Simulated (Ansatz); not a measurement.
## Cold compression of AlCo (CsCl type)

```
CELL_PARAMETERS angstrom
2.85238 0.00000 0.00000
0.00000 2.85238 0.00000
0.00000 0.00000 2.85238
ATOMIC_POSITIONS crystal
Co 0.00000 0.00000 0.00000
Al 0.50000 0.50000 0.50000
```

The cell comes from a relaxation on PAW files under the same functional, begun from a prototype that needn't be the stable phase.

Its volume is scaled at fixed shape and fractional positions.

All numbers are PBE results (scalar-relativistic) from Ansatz 0.2.0, with a Γ-centred 14×14×14 k mesh, Fermi–Dirac smearing of 0.08 eV, no spin polarisation. Methods: LAPW: all electrons, basis error target 1 meV/atom; PAW: frozen-core files, cutoff 420 eV; crystal datasets: all electrons, by PAW datasets that the program makes for each cell; norm-conserving: pseudopotentials, cutoff 1306 eV; PAW (partial waves polarizable): frozen-core files, cutoff 420 eV.

Energies are extrapolated to zero smearing and count from the unscaled cell; pressure is positive in compression; gaps take the mesh and a band path. No temperature or zero-point motion is included.

Spin polarisation is left out, though a magnetic state may lie lower.

| V/V0 | V (Å³/atom) | P LAPW (GPa) | ΔE LAPW (eV/atom) | P PAW − LAPW (GPa) | ΔE PAW − LAPW (meV/atom) |
| --- | --- | --- | --- | --- | --- |
| 1.00 | 11.60 | -0.04 | 0.000 | 0.04 | 0.0 |
| 0.94 | 10.91 | 12.56 | 0.025 | 0.07 | 0.3 |
| 0.88 | 10.21 | 29.9 | 0.115 | 0.13 | 0.7 |
| 0.80 | 9.28 | 63.9 | 0.379 | 0.25 | 1.8 |
| 0.72 | 8.35 | 117.3 | 0.891 | 0.43 | 3.8 |
| 0.64 | 7.43 | 203.9 | 1.801 | 0.48 | 6.6 |
| 0.55 | 6.38 | 374.4 | ? | -0.73 | 7.2 |

Q: What belongs in the row "0.55", column "ΔE LAPW (eV/atom)"?

A: 3.628.

Q: Fit the Vinet equation to the LAPW pressures over the whole range, with residuals weighted by 1/(|P| + 0.03·Pmax).

A: V0 = 11.60 Å³/atom, B0 = 175 GPa and B0′ = 4.58, and the fit misses no point by more than 2.3 GPa. A fit over so wide a range pins B0 less well than one near rest.

Q: From the table, what is the rise of the enthalpy H = E + pV up to the last row, and how stiff is the crystal between the last two rows?

A: ΔH = 3.628 eV + (374.4 GPa × 6.38 Å³ + 0.04 GPa × 11.60 Å³) × 0.006242 eV/(GPa·Å³) = 18.54 eV/atom, of which pV makes 80 %. The mean bulk modulus there is −ΔP/Δln V = 1120 GPa.

Q: At the smallest volume, how far do crystal datasets and norm-conserving and PAW (partial waves polarizable) lie from LAPW in pressure?

A: crystal datasets: 0.00 GPa; norm-conserving: -3.61 GPa; PAW (partial waves polarizable): -0.73 GPa, on a LAPW pressure of 374.4 GPa.

Q: How do the Löwdin populations by LAPW change from the unscaled cell to the last row?

A: Co 3s 1.95 → 1.89, Co 3d 8.11 → 8.40, Al 2s 1.98 → 1.95, Al 3s 0.92 → 0.75 electrons an atom. These are projections on the shells that the free atoms fill; 0.18 e a cell lies outside them at the start and 0.20 e at the end.
